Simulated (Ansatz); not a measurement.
# Computed properties of LaZn

```
La Zn
1.0
     3.75000    0.00000    0.00000
     0.00000    3.75000    0.00000
     0.00000    0.00000    3.75000
La Zn
1 1
Direct
  0.50000 0.50000 0.50000
  0.00000 0.00000 0.00000
```

Atoms are numbered in the order listed.

The geometry is COD entry 9008827, unchecked; take it as a test cell.

Spin–orbit coupling is left out, though it moves levels of the heavy atoms by tenths of an eV or more.

Levels of theory: DFT, LDA, all-electron LAPW, scalar-relativistic (Ansatz 0.2.0); DFT, LDA, PAW with Ansatz's default frozen-core files, scalar-relativistic (Ansatz 0.2.0).

For LAPW: a Γ-centred 9×9×9 k mesh, Fermi–Dirac smearing of 0.05 eV, basis error target 1 meV/atom, no spin polarisation. PAW takes a cutoff of 420 eV at this cell (files made with PBE, cores remade for this functional). The Ansatz runs share mesh, smearing and spin set-up. Values come from LAPW unless marked.

```json
{
 "Bader charges (from the PAW run)": "La1 +0.93, Zn2 -0.93 e",
 "Density of states at the Fermi level (0.2 eV bin)": "2.14 states/eV per cell",
 "Löwdin charges (with 0.27 e of the cell spilling out of the atomic basis, so their sizes and signs hang on that basis)": "La1 -0.66, Zn2 0.93 e",
 "Volume per atom": "26.37 Å³"
}
```

(1) Predict this quantity. Pressure at this cell.

(2) Band gap: what does the calculation give?

## Answers

(1) -40.2 kbar.

(2) none: with an odd electron count and no spin polarisation the bands can't all be full, a metal in this set-up (spin order or a larger cell could open a gap).
